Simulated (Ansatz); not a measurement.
The start is a relaxed SnO cell displaced along its unstable phonon at q = Γ (290i cm⁻¹), largest move 0.15 Å. Cell shape, volume and atoms are optimised at zero target pressure with PBEsol (plane waves to 420 eV, PAW, scalar-relativistic; Ansatz, an electronic-structure program). The first steps use a coarse 7×7×5 k-mesh.

Starting cell:
```
CELL_PARAMETERS angstrom
      4.11437     0.00000     0.00000
     -2.05718     3.56315     0.00000
      0.00000     0.00000     5.13368
ATOMIC_POSITIONS crystal
  Sn 0.33333 0.66667 0.24768
  Sn 0.66667 0.33333 0.75232
  O  0.33333 0.66667 0.77922
  O  0.66667 0.33333 0.22078
```

| Item | Value |
|---|---|
| Energy released | 0.28 eV/atom |
| Volume change | +3.9 %, from 18.82 to 19.54 Å³/atom |
| Relative to the parent | It does not go back: it reaches P-3m1 (No. 164), 0.314 eV/atom below the parent |
| Shortest distances (start → end) | The closest pairs of elements (up to four, under 3.6 Å), start → end: O–Sn 2.38 → 2.16 Å; O–O 3.28 → 2.65 Å; Sn–Sn 3.48 → 3.58 Å |
| Optimiser moves | 16 |

Final values are on a 10×10×6 k-mesh of the relaxed cell. No spin polarisation in the result.

The run could not lose the symmetry of its start, so the end can be a saddle point.

The relaxed structure here is a generated cell of SnO: the first start was made by placing the elements on the sites of a structure type, and the end was not matched to a known phase here, so it may be hypothetical. Known forms of SnO include space group No. 129.
